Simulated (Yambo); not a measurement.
BaCu₂S₂ (space group I4/mmm, No. 139), G0W0@LDA (Yambo, plasmon pole, terminator in G, 4×4×4 mesh): gap Γ → Γ in eV by bands and screening block.

| bands (W and G) | 2 Ry | 3 Ry | 4 Ry | 5 Ry | 6 Ry |
|---|---|---|---|---|---|
| 41 | (withheld) | 2.00 | 1.88 | 1.80 | 1.77 |
| 55 | 1.88 | (withheld) | 1.56 | 1.48 | (withheld) |
| 72 | 1.67 | 1.47 | 1.37 | 1.29 | 1.27 |
| 94 | 1.56 | 1.36 | 1.26 | 1.19 | 1.18 |
| 116 | – | – | – | – | 1.13 |

Problem. Estimate the withheld gaps from their neighbours; the computed values follow.

Solution. 
- 41, 2 Ry: 2.19
- 55, 3 Ry: 1.68
- 55, 6 Ry: 1.45

The largest settings aren't shown to be the converged limit.

Geometry of the Materials Project entry, not relaxed at this level; primitive cell a = 6.9006 Å, b = 6.9006 Å, c = 6.9006 Å, α = 147.15°, β = 147.15°, γ = 47.14°.

The structure is a Materials Project entry; no match was found in the copy of COD used, and its stability was not checked.
